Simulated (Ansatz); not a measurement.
CdS:
```
CdS
1.0
    4.19661     0.00000     0.00000
   -2.09831     3.63437     0.00000
    0.00000     0.00000     6.82840
Cd S
2 2
Direct
  0.66667   0.33333   0.00089
  0.33333   0.66667   0.50089
  0.66667   0.33333   0.62431
  0.33333   0.66667   0.12431
```

Relaxed with PBE.

Task: Which orbitals make up the states near the band edges in PBE (plane waves, PAW; program Ansatz)?

Result: Top 1 eV of the valence band: S 3p 90 %, Cd 4d 6 %. Bottom 1 eV of the conduction band: Cd 5s 57 %, S 3p 21 %, S 3s 20 %. Projections are on Löwdin-orthogonalised atomic valence shells; empty p or d shells of many metals are not among them.

Task: Tabulate the density of states.

Result: States/eV per cell of 4 atoms, in 0.25 eV bins, energy from the valence-band maximum.

| E (eV) | total | Cd 4d | S 3p | Cd 5s |
|---|---|---|---|---|
| -7.85 | 0.00 | 0.00 | 0.00 | 0.00 |
| -7.60 | 3.34 | 3.11 | 0.23 | 0.00 |
| -7.35 | 34.52 | 32.63 | 1.71 | 0.11 |
| -7.10 | 30.81 | 30.37 | 0.26 | 0.09 |
| -6.85 | 6.86 | 6.22 | 0.11 | 0.12 |
| -6.60 | 4.47 | 4.01 | 0.03 | 0.03 |
| -6.35 | 0.00 | 0.00 | 0.00 | 0.00 |
| -6.10 | 0.00 | 0.00 | 0.00 | 0.00 |
| -5.85 | 0.00 | 0.00 | 0.00 | 0.00 |
| -5.60 | 0.00 | 0.00 | 0.00 | 0.00 |
| -5.35 | 0.00 | 0.00 | 0.00 | 0.00 |
| -5.10 | 0.00 | 0.00 | 0.00 | 0.00 |
| -4.85 | 0.00 | 0.00 | 0.00 | 0.00 |
| -4.60 | 0.00 | 0.00 | 0.00 | 0.00 |
| -4.35 | 0.00 | 0.00 | 0.00 | 0.00 |
| -4.10 | 0.04 | 0.00 | 0.03 | 0.01 |
| -3.85 | 3.87 | 0.09 | 2.50 | 1.20 |
| -3.60 | 4.15 | 0.14 | 2.63 | 1.24 |
| -3.35 | 2.63 | 0.13 | 1.66 | 0.68 |
| -3.10 | 1.50 | 0.09 | 0.94 | 0.35 |
| -2.85 | 1.07 | 0.07 | 0.69 | 0.22 |
| -2.60 | 1.18 | 0.06 | 0.87 | 0.15 |
| -2.35 | 2.50 | 0.11 | 2.09 | 0.16 |
| -2.10 | 2.31 | 0.11 | 1.95 | 0.12 |
| -1.85 | 3.51 | 0.16 | 3.06 | 0.10 |
| -1.60 | 3.78 | 0.17 | 3.35 | 0.08 |
| -1.35 | 4.25 | 0.21 | 3.77 | 0.06 |
| -1.10 | 6.31 | 0.33 | 5.67 | 0.05 |
| -0.85 | 5.26 | 0.30 | 4.74 | 0.03 |
| -0.60 | 3.21 | 0.20 | 2.90 | 0.01 |
| -0.35 | 1.81 | 0.12 | 1.65 | 0.00 |
| -0.10 | 0.62 | 0.04 | 0.57 | 0.00 |
| 0.15 | 0.00 | 0.00 | 0.00 | 0.00 |
| 0.40 | 0.00 | 0.00 | 0.00 | 0.00 |
| 0.65 | 0.00 | 0.00 | 0.00 | 0.00 |
| 0.90 | 0.00 | 0.00 | 0.00 | 0.00 |
| 1.15 | 0.00 | 0.00 | 0.00 | 0.00 |
| 1.40 | 0.01 | 0.00 | 0.00 | 0.01 |
| 1.65 | 0.05 | 0.00 | 0.01 | 0.03 |
| 1.90 | 0.09 | 0.00 | 0.02 | 0.05 |
| 2.15 | 0.14 | 0.00 | 0.03 | 0.08 |
| 2.40 | 0.21 | 0.00 | 0.05 | 0.12 |
| 2.65 | 0.32 | 0.00 | 0.08 | 0.17 |
| 2.90 | 0.59 | 0.00 | 0.14 | 0.33 |
| 3.15 | 0.92 | 0.00 | 0.22 | 0.49 |
| 3.40 | 2.18 | 0.00 | 0.47 | 1.06 |
| 3.65 | 2.40 | 0.00 | 0.53 | 1.14 |
| 3.90 | 2.88 | 0.01 | 0.65 | 1.27 |
| 4.15 | 2.98 | 0.01 | 0.70 | 1.28 |
| 4.40 | 1.74 | 0.00 | 0.45 | 0.78 |
| 4.65 | 1.15 | 0.00 | 0.31 | 0.51 |
| 4.90 | 0.40 | 0.00 | 0.09 | 0.15 |
| 5.15 | 0.92 | 0.00 | 0.09 | 0.10 |
| 5.40 | 5.36 | 0.01 | 0.46 | 0.50 |
| 5.65 | 3.75 | 0.01 | 0.31 | 0.32 |
| 5.90 | 3.16 | 0.01 | 0.22 | 0.24 |

Space group P6_3mc (wurtzite). The cell was relaxed with PBE under the symmetry of its start. Scalar-relativistic: spin–orbit coupling is off unless named, which matters more the heavier the elements.

Potentials: the later of the program's two PAW sets.
